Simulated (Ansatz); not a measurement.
# Li3Si2N3: rattling a relaxed structure

It was reached by relaxing an invented guess, and it needn't be the stable form of this composition.

Computed with DFT PBE, scalar-relativistic, plane waves, PAW in Ansatz. Settings: cutoff 420 eV, Γ-centred mesh 6×6×4 on the computed 16-atom cell, Gaussian smearing of 0.02 eV; no spin polarisation.

The cell below (16 atoms, space group Cmc2_1 (No. 36)) is relaxed within its symmetry.

```yaml
crystal:
  lattice:
    - [4.30501, -2.62841, 0.00000]
    - [4.30501, 2.62841, 0.00000]
    - [0.00000, 0.00000, 8.31710]
  atoms:
    - { symbol: Li, position: [0.26044, 0.01579, 0.22877] }
    - { symbol: Li, position: [0.68724, 0.31276, 0.04057] }
    - { symbol: Li, position: [0.98421, 0.73956, 0.22877] }
    - { symbol: Li, position: [0.01579, 0.26044, 0.72877] }
    - { symbol: Li, position: [0.31276, 0.68724, 0.54057] }
    - { symbol: Li, position: [0.73956, 0.98421, 0.72877] }
    - { symbol: Si, position: [0.13870, 0.58269, 0.90968] }
    - { symbol: Si, position: [0.41731, 0.86130, 0.90968] }
    - { symbol: Si, position: [0.58269, 0.13870, 0.40968] }
    - { symbol: Si, position: [0.86130, 0.41731, 0.40968] }
    - { symbol: N, position: [0.78902, 0.60366, 0.89772] }
    - { symbol: N, position: [0.39634, 0.21098, 0.89772] }
    - { symbol: N, position: [0.18234, 0.81766, 0.76710] }
    - { symbol: N, position: [0.21098, 0.39634, 0.39772] }
    - { symbol: N, position: [0.60366, 0.78902, 0.39772] }
    - { symbol: N, position: [0.81766, 0.18234, 0.26710] }
```

For the test it was strained at random (σ = 1.5 % a component), the atoms were moved at random (σ = 0.05 Å), and all was relaxed again on a coarse 4×4×2 mesh (in the run’s order of axes) with 0.10 eV smearing, with no symmetry imposed.

Question: Does it come back?

Answer: It doesn't return. The energy falls by 8 meV/atom on that mesh, the volume changes by -3.1 %, and the end has space group Cc (No. 9) at a loose tolerance. Relaxed again on a 6×6×4 mesh with 0.02 eV smearing, the new structure lies 8 meV/atom below the first (mesh in the axes of the run's cell; the cell below is made exact in the group named). Space group Cc (No. 9), monoclinic, a = 8.606 Å, b = 5.201 Å, c = 8.240 Å, β = 99.0°. Li on its first site has 3 N at 2.10–2.25 Å, 1 Li at 2.44 Å, 1 N at 2.50 Å and 3 Si at 2.60–2.68 Å; around Li on its second site lie 2 N at 2.00–2.05 Å and 1 N at 2.17 Å; Si on its first site is surrounded by 3 N at 1.73–1.79 Å, 1 Si at 2.40 Å and 2 Li at 2.60–2.63 Å; around N on its first site lie 2 Si at 1.71–1.73 Å, 1 Li at 2.05 Å and 1 Li at 2.18 Å; 4 more sites not described.

```cif
data_structure
_symmetry_space_group_name_H-M 'Cc'
_symmetry_Int_Tables_number 9
_cell_length_a 8.6059
_cell_length_b 5.2010
_cell_length_c 8.2404
_cell_angle_alpha 90.000
_cell_angle_beta 98.961
_cell_angle_gamma 90.000
_cell_volume 364.33
loop_
_atom_site_label
_atom_site_type_symbol
_atom_site_symmetry_multiplicity
_atom_site_Wyckoff_symbol
_atom_site_fract_x
_atom_site_fract_y
_atom_site_fract_z
_atom_site_occupancy
Li1 Li 4 a 0.82443 0.10225 0.19668 1
Li2 Li 4 a 0.51007 0.20959 0.03802 1
Li3 Li 4 a 0.60976 0.64671 0.24311 1
Si1 Si 4 a 0.65591 0.77443 0.92032 1
Si2 Si 4 a 0.37530 0.78508 0.90538 1
N1 N 4 a 0.31509 0.09785 0.87906 1
N2 N 4 a 0.71493 0.09789 0.93031 1
N3 N 4 a 0.49544 0.68158 0.76734 1
```
